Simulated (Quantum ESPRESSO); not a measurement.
# Band energies of PtCl2

```
PtCl2
1.0
    3.62791     0.00000     0.00000
    0.00000    11.03617     0.00000
    0.00000     0.00000     3.45496
Cl Pt
4 2
Direct
  0.94457   0.86126   0.00000
  0.05543   0.13874   0.00000
  0.44457   0.63874   0.50000
  0.55543   0.36126   0.50000
  0.00000   0.00000   0.50000
  0.50000   0.50000   0.00000
```

PBEsol (Quantum ESPRESSO, PseudoDojo norm-conserving, 84 Ry, scalar-relativistic); path ΓXSYΓZURTZ,YT,UX,SR; energies in eV from the valence-band maximum.

```csv
k (1/Å),point,band 28,band 29,band 30,band 31,band 32,band 33,band 34,band 35
0.00,Γ,-2.10,-1.53,-1.53,-0.24,0.00,1.29,1.85,3.40
0.68,,-1.59,-1.28,-1.26,-0.40,-0.25,0.89,1.64,4.12
0.91,X,-1.88,-1.59,-1.59,-0.16,-0.16,1.51,1.51,4.22
1.56,,-2.02,-0.65,-0.65,-0.43,-0.43,1.53,1.53,3.91
1.78,S,-2.01,-0.69,-0.69,-0.06,-0.06,1.54,1.54,3.49
2.32,,-1.30,-0.96,-0.96,-0.18,-0.18,1.11,1.11,4.29
2.68,Y,-1.85,-0.47,-0.47,-0.13,-0.13,1.63,1.63,4.26
2.86,,-1.82,-0.48,-0.42,-0.39,-0.32,1.54,1.71,4.11
3.55,Γ,-2.10,-1.53,-1.53,-0.24,0.00,1.29,1.85,3.40
3.55,Z,-2.16,-1.53,-1.53,-0.12,-0.12,1.57,1.57,4.04
4.10,,-1.53,-0.93,-0.93,-0.54,-0.54,1.04,1.04,4.63
4.46,U,-1.89,-1.59,-1.59,-0.16,-0.16,1.47,1.47,4.36
4.63,,-1.87,-1.57,-1.57,-0.21,-0.21,1.48,1.48,4.37
5.33,R,-2.01,-0.64,-0.64,-0.08,-0.08,1.48,1.48,3.62
5.93,,-1.55,-0.78,-0.78,-0.17,-0.17,1.14,1.14,4.39
6.24,T,-1.85,-0.54,-0.54,-0.10,-0.10,1.63,1.63,4.39
6.38,,-1.83,-0.53,-0.53,-0.26,-0.26,1.63,1.63,4.42
6.96,,-1.99,-1.55,-1.55,-0.15,-0.15,1.57,1.57,4.09
7.10,Z,-2.16,-1.53,-1.53,-0.12,-0.12,1.57,1.57,4.04
7.10,Y,-1.85,-0.47,-0.47,-0.13,-0.13,1.63,1.63,4.26
7.39,T,-1.85,-0.54,-0.54,-0.10,-0.10,1.63,1.63,4.39
7.39,U,-1.89,-1.59,-1.59,-0.16,-0.16,1.47,1.47,4.36
7.67,X,-1.88,-1.59,-1.59,-0.16,-0.16,1.51,1.51,4.22
7.67,S,-2.01,-0.69,-0.69,-0.06,-0.06,1.54,1.54,3.49
7.96,R,-2.01,-0.64,-0.64,-0.08,-0.08,1.48,1.48,3.62
```

The PBEsol gap is indirect, 0.63 eV, from Γ to 50 % of the way from Γ to X; the smallest direct gap is 1.14 eV.

Spin-orbit coupling is left out, which matters for elements this heavy: edges can move by tenths of an eV.

Geometry relaxed with PBE+D3(BJ).

The structure is a Materials Project entry; no match was found in the copy of COD used, and its stability was not checked.

Letters of k points follow the standard setting of the lattice, whose axes may be ordered differently from the printed cell.
